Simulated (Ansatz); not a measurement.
Nb2O5 in space group Pmmn (No. 59; Nb on 4e, O on 2a, O on 4e, O on 4e), r²SCAN in the plane-wave PAW code Ansatz. The conduction-band minimum lies at Γ, with 1 equivalent valley. Second derivatives d²E/dk² of the lowest band at one valley (eV·Å²), along Cartesian directions:

```
direction  d²E/dk²
---------  -------
[100]        15.07
[010]        3.918
[001]        14.27
[110]        9.496
[101]        14.67
[011]        9.095
```

Q: Find the principal effective masses, the density-of-states mass and the conductivity mass.

A: Off-diagonal terms follow from H_xy = H[110] − (H_xx + H_yy)/2, and m*/mₑ = 7.620 eV·Å² over each eigenvalue: 0.51, 0.53, 1.9. One valley's DOS mass (m₁m₂m₃)^(1/3) = 0.81, conductivity mass 3/(Σ 1/mᵢ) = 0.69 mₑ.

Q: What effective density of states Nc follows at 300 K for parabolic valleys?

A: Nc = 2.509e19 × 1 × (0.81)^(3/2) ≈ 1.8e19 cm⁻³.

The start of the workflow was typed in or built on a structure type; neither database checked (COD, Materials Project) lists it. COD files the formula under space group No. 3, 15, 139. Its standing as an ambient phase is unchecked. The r²SCAN relaxation kept the symmetry of its start; whether a distortion lowers the energy is not shown. The workflow began spin-polarised and lost its moments. Spin–orbit coupling is left out wherever it is not named.

Potentials: the earlier of the program's two PAW sets.

Edges and masses are those of Kohn–Sham bands, whose gap is no quasiparticle gap.
